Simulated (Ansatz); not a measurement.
Nb5Si3 (space group I4/mcm)

```yaml
crystal:
  lattice:
    - [-3.27432, 3.27432, 5.90315]
    - [3.27432, -3.27432, 5.90315]
    - [3.27432, 3.27432, -5.90315]
  atoms:
    - { symbol: Nb, position: [0.01690, 0.18471, 0.50000] }
    - { symbol: Nb, position: [0.98310, 0.81529, 0.50000] }
    - { symbol: Nb, position: [0.18471, 0.68471, 0.16781] }
    - { symbol: Nb, position: [0.81529, 0.31529, 0.83219] }
    - { symbol: Nb, position: [0.68471, 0.51690, 0.50000] }
    - { symbol: Nb, position: [0.31529, 0.48310, 0.50000] }
    - { symbol: Nb, position: [0.51690, 0.01690, 0.83219] }
    - { symbol: Nb, position: [0.48310, 0.98310, 0.16781] }
    - { symbol: Nb, position: [0.50000, 0.50000, 0.00000] }
    - { symbol: Nb, position: [0.00000, 0.00000, 0.00000] }
    - { symbol: Si, position: [0.12935, 0.62935, 0.75870] }
    - { symbol: Si, position: [0.87065, 0.37065, 0.24130] }
    - { symbol: Si, position: [0.62935, 0.87065, 0.50000] }
    - { symbol: Si, position: [0.37065, 0.12935, 0.50000] }
    - { symbol: Si, position: [0.75000, 0.75000, 0.00000] }
    - { symbol: Si, position: [0.25000, 0.25000, 0.00000] }
```

The slice is a (100) plane (indices of the conventional cell) through the point (0.983, 0.815, 0.500) (fractional), spanned by u = [101] and v = [110] in vectors of this cell: u (6.55 Å) and v (11.81 Å, at 90° to u). It covers one period; positions are fractions (u, v).

Level of theory: PBEsol (plane waves to 420 eV, PAW, scalar-relativistic; Ansatz, a first-principles code). k mesh 8×8×8. Near the nuclei the fields are pseudised (PAW); where an atom keeps semicore shells as valence, they peak there. Nb5Si3 is run without spin polarisation. Nb5Si3 was relaxed with its symmetry unable to fall.

Question: Sketch the electron localisation function (ELF) on this plane as a map.

Answer: 
```
v \ u  0.00  0.17  0.33  0.50  0.67  0.83
-----  ----  ----  ----  ----  ----  ----
0.88   0.20  0.66     x  0.49  0.19  0.49
0.75   0.77  0.20  0.55  0.23  0.38  0.23
0.62   0.38  0.25  0.33  0.40  0.68  0.39
0.50   0.27  0.16     x  0.15  0.36  0.15
0.38      x  0.66  0.20  0.49  0.19  0.50
0.25   0.56  0.19  0.76  0.23  0.38  0.23
0.12   0.33  0.24  0.38  0.40  0.67  0.40
0.00      x  0.15  0.27  0.15  0.36  0.16
```

Values: electron localisation function (ELF). Points within 0.5 Å of a nucleus are blanked (x), as the pseudised field means little there.
